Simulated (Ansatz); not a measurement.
Property card for FeSi

FeSi:
```
CELL_PARAMETERS angstrom
      2.73570     0.00000     0.00000
     -1.36785     2.36919     0.00000
      0.00000     0.00000     3.50568
ATOMIC_POSITIONS crystal
  Fe 0.00000 0.00000 0.00000
  Si 0.66667 0.33333 0.50000
```
The run is spin-polarised; directions of the spins, atom by atom: ↑ 0.

Space group P-6m2 (No. 187); conventional cell a = 2.736 Å, b = 2.736 Å, c = 3.506 Å, α = 90.00°, β = 90.00°, γ = 120.00°.

Method: PBE in the plane-wave PAW code Ansatz. Structure relaxed to zero pressure with the same functional. Other levels are named where they apply.

Cell and energy:

```
Item                                                           Value
-----------------------------------------------------  -------------
Volume per atom                                             11.36 Å³
Density                                                   6.13 g/cm³
Formation energy from the elements (no fitted shifts)  -0.33 eV/atom
```

Electronic structure:

```
Quantity                                                                    Result
------------------------------------  --------------------------------------------
Electronic character                                             metallic (no gap)
Density of states at the Fermi level  0.67 states/eV per atom (mean over ±0.08 eV)
```

Magnetism:

```
Item                       Value
--------------  ----------------
Magnetic order     ferromagnetic
Net moment      0.36 μB per atom
```

Mechanics:

```
Quantity                             Result
----------------------------------  -------
Bulk modulus (Birch–Murnaghan fit)  179 GPa
Pressure derivative B′                  4.3
```

A made-up cell: these elements were put on the sites of a structure type; neither database checked (COD, Materials Project) lists it. COD files the formula under space group No. 198. Whether it is the stable phase at ambient conditions was not checked. The cell was relaxed with PBE under the symmetry of its start; whether a distortion lowers the energy is not shown. The final state is ferromagnetic, chosen from 4 collinear starts compared on coarse meshes (ties went to the first, and starts can fall back to one state), not a proven ground state. The references are the lowest solids computed at this level, not always the standard phases.

Potentials: the later of the program's two PAW sets.
